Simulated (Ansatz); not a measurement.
Layered crystal of PbO, relaxed:

Space group P4/nmm:1 (No. 129). a = 4.034 Å, b = 4.034 Å, c = 4.993 Å, α = 90.00°, β = 90.00°, γ = 90.00°
```
atom  site  symmetry       x       y       z
  Pb    2c       4mm  0.5000  0.0000  0.2378
   O    2a      -4m2  0.0000  0.0000  0.0000
```

Method: DFT PBE+D3(BJ), scalar-relativistic, plane waves, PAW (Ansatz 0.2.0). Cutoff 420 eV; k points 8×8×6 on the computed 4-atom cell (Γ-centred); Gaussian smearing, width 0.02 eV; no spin polarisation.

(1) What does it cost to take out one layer and relax it free-standing?

Gaps are read on the k meshes alone.

Spin-orbit coupling is left out, which matters for the bands of heavy elements.

Answers

(1) 24.3 meV/Å² (99 meV/atom). The layer's area changes by -1.1 %. The gap on the mesh goes from 1.27 eV to 2.59 eV. The layer, isolated along c and on a 6×6×1 mesh:

```yaml
crystal:
  lattice:
    - [4.01226, 0.00000, 0.00000]
    - [0.00000, 4.01226, 0.00000]
    - [0.00000, 0.00000, 30.74873]
  periodic: [true, true, false]
  atoms:
    - { symbol: Pb, position: [0.00000, 0.50000, 0.46075] }
    - { symbol: O, position: [0.00000, 0.00000, 0.50000] }
    - { symbol: O, position: [0.50000, 0.50000, 0.50000] }
    - { symbol: Pb, position: [0.50000, 0.00000, 0.53925] }
```

Of the 24.3 meV/Å², the D3 dispersion term gives 23.7 and the semilocal functional +0.6: the layers are held almost wholly by dispersion. The gap widens because the bands lose their dispersion across the layers.
